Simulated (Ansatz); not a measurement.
## Property card for TlCl

TlCl:
```cif
data_ClTl
_chemical_formula_sum 'Tl1 Cl1'
_space_group_name_H-M_alt 'P 1'
_space_group_IT_number 1
_cell_length_a 4.38154
_cell_length_b 4.38154
_cell_length_c 4.38154
_cell_angle_alpha 60.000
_cell_angle_beta 60.000
_cell_angle_gamma 60.000
loop_
_space_group_symop_operation_xyz
  'x, y, z'
loop_
_atom_site_label
_atom_site_type_symbol
_atom_site_fract_x
_atom_site_fract_y
_atom_site_fract_z
_atom_site_occupancy
Tl1 Tl 0.00000 0.00000 0.00000 1
Cl1 Cl 0.50000 0.50000 0.50000 1
```

Space group Fm-3m (No. 225), rock salt; conventional cell a = b = c = 6.196 Å, α = β = γ = 90.00°.

Method: the program Ansatz at the LDA level (PAW). Structure relaxed to zero pressure with the same functional. Other levels are named where they apply.

### Cell and energy

```json
{
 "volume_per_atom": "29.74 Å³",
 "density": "6.70 g/cm³",
 "Formation energy from the elements (no fitted shifts)": "-0.88 eV/atom"
}
```

### Electronic structure

```json
{
  "band_gap": "1.72 eV (direct)",
  "valence_band_maximum": "at L",
  "conduction_band_minimum": "at L (4 equivalent valleys)",
  "electron_effective_mass": "0.23, 0.33, 0.33 mₑ (principal values)",
  "Electron effective mass with spin–orbit coupling": "0.23, 0.32, 0.32 mₑ (principal values)",
  "hole_effective_mass": "0.30, 0.37, 0.37 mₑ (principal values)",
  "Hole effective mass with spin–orbit coupling": "0.29, 0.36, 0.36 mₑ (principal values)",
  "HSE06 gap on the LDA cell": "2.64 eV",
  "Gap with spin–orbit coupling": "1.52 eV"
}
```

### Mechanics

```json
{
  "Bulk modulus (Birch–Murnaghan fit)": "29.3 GPa",
  "Pressure derivative B′": "4.9",
  "Elastic constants (relaxed ions, GPa)": "C11 = 66.2, C12 = 10.9, C44 = 2.7",
  "mechanical_stability": "stable (all eigenvalues of C positive)",
  "hill_bulk_and_shear_moduli": "29.4 and 8.5 GPa",
  "Young's modulus": "23.2 GPa",
  "Poisson's ratio": "0.37",
  "debye_temperature_from_the_elastic_constants": "122 K"
}
```

### Dielectric response

```json
{
 "Electronic dielectric constant ε∞ (DFPT)": "5.17",
 "Born charges (a third of the trace)": "Tl +1.93, Cl -1.93 e"
}
```

### Charges

```json
{
 "bader_charges": "Tl +0.66, Cl -0.66 e"
}
```

The first step of the workflow began from a Materials Project structure, measured or hypothetical; the Crystallography Open Database copy checked does not list it. COD files the formula under space group No. 221. Its standing as an ambient phase is unchecked. The LDA relaxation kept the symmetry of its start; its stability against distortions is not shown here. The references are the lowest solids computed at this level, not always the standard phases (solids in place of the gases). Scalar-relativistic: spin–orbit coupling is off unless named, which matters more the heavier the elements.

Potentials: the later of the program's two PAW sets.
